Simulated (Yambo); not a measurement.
Absorption of Cs2PdCl4 (space group P4/mmm, No. 123) with and without the electron-hole interaction (Yambo, LDA bands; 2×2×4 mesh, 22 valence and 17 conduction bands, static screening with 129 bands and a 3 Ry block, scissor 2.54 eV, Tamm-Dancoff; field along x). Axes are Cartesian, with cell vectors (Å) (7.51, 0.00, 0.00), (0.00, 7.51, 0.00), (0.00, 0.00, 4.67).

| E (eV) | Im ε, BSE | Im ε, independent quasiparticles |
|---|---|---|
| 0.40 | 0.02 | 0.01 |
| 0.50 | 0.02 | 0.01 |
| 0.60 | 0.02 | 0.01 |
| 0.70 | 0.02 | 0.02 |
| 0.80 | 0.02 | 0.02 |
| 0.90 | 0.02 | 0.02 |
| 1.00 | 0.02 | 0.02 |
| 1.10 | 0.02 | 0.02 |
| 1.20 | 0.03 | 0.02 |
| 1.30 | 0.03 | 0.02 |
| 1.40 | 0.03 | 0.02 |
| 1.50 | 0.03 | 0.02 |
| 1.60 | 0.03 | 0.02 |
| 1.70 | 0.03 | 0.02 |
| 1.80 | 0.03 | 0.02 |
| 1.90 | 0.04 | 0.02 |
| 2.00 | 0.04 | 0.02 |
| 2.10 | 0.04 | 0.02 |
| 2.20 | 0.04 | 0.02 |
| 2.30 | 0.04 | 0.03 |
| 2.40 | 0.05 | 0.03 |
| 2.50 | 0.05 | 0.03 |
| 2.60 | 0.06 | 0.03 |
| 2.70 | 0.06 | 0.03 |
| 2.80 | 0.07 | 0.03 |
| 2.90 | 0.08 | 0.03 |
| 3.00 | 0.09 | 0.03 |
| 3.10 | 0.10 | 0.04 |
| 3.20 | 0.13 | 0.04 |
| 3.30 | 0.18 | 0.04 |
| 3.40 | 0.26 | 0.04 |
| 3.50 | 0.42 | 0.05 |
| 3.60 | 0.57 | 0.05 |
| 3.70 | 0.45 | 0.05 |
| 3.80 | 0.33 | 0.05 |
| 3.90 | 0.26 | 0.06 |
| 4.00 | 0.22 | 0.06 |
| 4.10 | 0.21 | 0.07 |
| 4.20 | 0.23 | 0.08 |
| 4.30 | 0.25 | 0.08 |
| 4.40 | 0.30 | 0.09 |
| 4.50 | 0.37 | 0.10 |
| 4.60 | 0.47 | 0.11 |
| 4.70 | 0.64 | 0.13 |
| 4.80 | 0.93 | 0.15 |
| 4.90 | 1.52 | 0.17 |
| 5.00 | 2.71 | 0.21 |
| 5.10 | 4.27 | 0.26 |
| 5.20 | 3.67 | 0.34 |
| 5.30 | 2.35 | 0.48 |
| 5.40 | 1.91 | 0.73 |
| 5.50 | 2.24 | 1.12 |
| 5.60 | 3.48 | 1.73 |
| 5.70 | 4.78 | 2.17 |
| 5.80 | 3.67 | 2.29 |
| 5.90 | 2.50 | 2.17 |
| 6.00 | 1.88 | 1.73 |
| 6.10 | 1.61 | 1.29 |
| 6.20 | 1.57 | 1.07 |
| 6.30 | 1.81 | 1.03 |
| 6.40 | 2.31 | 1.22 |
| 6.50 | 2.12 | 1.79 |
| 6.60 | 1.40 | 2.98 |
| 6.70 | 1.03 | 4.28 |
| 6.80 | 0.91 | 4.40 |
| 6.90 | 0.91 | 4.34 |
| 7.00 | 1.00 | 3.94 |
| 7.10 | 1.25 | 3.44 |
| 7.20 | 1.77 | 3.71 |
| 7.30 | 2.05 | 3.46 |

The scissor comes from a G0W0 run whose convergence isn't established. Broadening 0.15 eV. The band window holds all transitions up to 11.8 eV. Fine structure above the onset can come from the mesh.

Spin-orbit splittings are left out.

Geometry of the Materials Project entry, not relaxed at this level; primitive cell a = 7.509 Å, b = 7.509 Å, c = 4.673 Å, α = 90.00°, β = 90.00°, γ = 90.00°.
